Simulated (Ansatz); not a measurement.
Sb$_{3}$Au:
```
Sb3Au
1.0
   -2.95882     2.95882     2.95882
    2.95882    -2.95882     2.95882
    2.95882     2.95882    -2.95882
Sb Au
3 1
Direct
  0.00000   0.50000   0.50000
  0.50000   0.00000   0.50000
  0.50000   0.50000   0.00000
  0.00000   0.00000   0.00000
```

Relaxed with r²SCAN. Special points in fractions of this cell's reciprocal vectors: Γ (0.000, 0.000, 0.000); H (0.500, -0.500, 0.500); N (0.000, 0.000, 0.500); P (0.250, 0.250, 0.250).

**Question.** List the band energies nearest the Fermi level at these points for the program Ansatz at the r²SCAN with spin–orbit coupling level (PAW).

**Answer.** In eV from the Fermi level; about four levels below and three above (degenerate sets whole), none deeper than 8.9 eV; points with the same levels are listed once.

```json
[
 {"k": "Γ", "below": "-1.53 -1.53 -1.53 -1.53 -1.01 -1.01", "above": "4.07 4.07 4.07 4.07"},
 {"k": "H", "below": "-3.43 -3.43 -3.43 -3.43 -0.82 -0.82", "above": "0.12 0.12 0.12 0.12"},
 {"k": "N", "below": "-0.55 -0.55 -0.12 -0.12", "above": "0.31 0.31 1.40 1.40"},
 {"k": "P", "below": "-0.34 -0.34 -0.34 -0.34", "above": "1.33 1.33 1.33 1.33"}
]
```

Space group Im-3m. The workflow started from an entry of the Crystallography Open Database (COD). Its standing as an ambient phase is unchecked. Symmetry was held in the r²SCAN relaxation; of distortions, only those at the zone centre were tested.

Potentials: the later of the program's two PAW sets.
